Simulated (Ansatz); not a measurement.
CdS (wurtzite, P6_3mc), plane-wave PAW LDA (Ansatz code). The conduction-band minimum lies at Γ, with 1 equivalent valley. Second derivatives d²E/dk² of the lowest band at one valley (eV·Å²), along Cartesian directions:

```csv
direction,d²E/dk²
[100],66.58
[010],66.58
[001],70.89
[110],66.58
[101],68.76
[011],68.76
```

Task: Find the principal effective masses, the density-of-states mass and the conductivity mass.

Result: Off-diagonal terms follow from H_xy = H[110] − (H_xx + H_yy)/2, and m*/mₑ = 7.620 eV·Å² over each eigenvalue: 0.11, 0.11, 0.11. One valley's DOS mass (m₁m₂m₃)^(1/3) = 0.11, conductivity mass 3/(Σ 1/mᵢ) = 0.11 mₑ.

Task: What effective density of states Nc follows at 300 K for parabolic valleys?

Result: Nc = 2.509e19 × 1 × (0.11)^(3/2) ≈ 9.2e17 cm⁻³.

Task: With the computed static dielectric constant 9.50 (mean of the diagonal), estimate a hydrogenic donor's binding energy and radius.

Result: E = 13.606 eV × 0.11/9.50² ≈ 17 meV; a = 0.529 Å × ε/m* ≈ 46 Å. Semilocal masses tend to be too small where the gap is.

Symmetry was held in the LDA relaxation; phonons on a q-mesh show no instability. Scalar-relativistic: spin–orbit coupling is off unless named, which matters more the heavier the elements.

Potentials: the later of the program's two PAW sets.
